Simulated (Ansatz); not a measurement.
Coordination and ⁵¹V quadrupole coupling in MgV₂C₄O₁₂

Cell: a Materials Project structure (computed, not necessarily an observed phase) whose atoms were relaxed with PBE, the cell held.

```
Mg V C O
1.0
     4.44736    0.00000    0.00000
     0.20960    5.97937    0.00000
     0.20620    0.29079    7.69990
Mg V C O
1 2 4 12
Cartesian
  2.3268 0.1454 3.8500
  0.2079 3.1351 3.8500
  2.2237 0.0000 0.0000
  4.4873 0.8438 1.9231
  2.4430 2.3424 5.7073
  2.4201 3.9278 1.9926
  0.3758 5.4264 5.7768
  3.9649 1.2978 3.0495
  3.8011 0.8112 0.8656
  3.5572 2.9102 5.4984
  3.5878 5.8258 5.7762
  3.1973 4.2626 3.0328
  2.8226 4.2398 0.8266
  2.0406 2.0303 6.8733
  1.6658 2.0076 4.6671
  1.2754 0.4444 1.9237
  1.3060 3.3599 2.2015
  1.0621 5.4590 6.8343
  0.8983 4.9724 4.6504
```

Atoms are numbered from 1 in the order listed; like atoms form one site, named after its first atom.

Computed with Ansatz: DFT, PBE+U (U = 4.1 eV on V d), plane waves and PAW, scalar-relativistic, collinear spin, 420 eV cutoff, Γ-centred 6×4×3 k-points, Fermi–Dirac smearing 0.02 eV. Start moments as typed (μB): 0 -2 2 0 0 0 0 0 0 0 0 0 0 0 0 0 0 0 0 by atom.

Q(⁵¹V) = -52.00 mb.

(1) Rank these V sites by |C_Q|, smallest first.
A. V3: 6 O at 1.96–2.19 Å
B. V2: 6 O at 1.99–2.12 Å

Answers

(1) A (7.08 MHz, η = 0.24), B (8.20 MHz, η = 0.52).

Like point charges on the first shell alone (each adding as 1/d³) would put V3 above V2: the covalent part of each bond and the atoms beyond the first shell count as well.

The largest force is 0.4 eV/Å, so the atoms aren't at the calculated equilibrium and relaxing them would move these values. The magnetic order is the one that the run reached from its start moments, not necessarily the measured one.
